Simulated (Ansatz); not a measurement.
# Tl (hcp): a workflow

**The experiment.** The Crystallography Open Database holds a measured cell of hexagonal Tl (space group P6_3/mmc) at 297 K (1963): a, c = 3.456, 5.525 Å, 28.57 Å³/atom.

Method: PBEsol, scalar-relativistic; no spin polarisation; PAW, 420 eV, 14×14×8 k-mesh, Gaussian smearing of 0.05 eV; code Ansatz. The datasets are Ansatz's generated set soft_2.

Starting cell, 0 % over the database's volume:

```
CELL_PARAMETERS angstrom
3.46000 0.00000 0.00000
-1.73000 2.99645 0.00000
0.00000 0.00000 5.53254
ATOMIC_POSITIONS crystal
Tl 0.33333 0.66667 0.75000
Tl 0.66667 0.33333 0.25000
```

The steps in volume:

```csv
run,level,k-mesh,kind,V (Å³/atom),P (GPa),E − E(final) (meV/atom),gap on the mesh (eV)
1,PBEsol,14×14×8,cell and atoms relaxed,28.58,0.0,0.0,metal
```

The final structure (symmetry read at 0.01 Å). The structure is hexagonal, space group P6_3/mmc (No. 194). The conventional cell has a = 3.458 Å, b = 3.458 Å, c = 5.519 Å, α = 90.00°, β = 90.00°, γ = 120.00°. Tl (site symmetry -6m2) is surrounded by 12 Tl at 3.41 to 3.46 Å. (Neighbours are counted to 15 % beyond the shortest distance.)

```json
{"atom": "Tl", "site": "2d", "symmetry": "-6m2", "x": "0.3333", "y": "0.6667", "z": "0.7500"}
```

At the final geometry the gap, band path included, is zero (metallic). 

**Against experiment.** PBEsol gives 3.458, 5.519 Å and 28.58 Å³/atom, +0.0 % in volume (+0.0 % in length) from the database's cell. Agreement this close is partly luck: the calculation is for a static lattice, the crystal has zero-point motion and thermal expansion.

Spin–orbit coupling, which matters for such heavy elements, is left out.
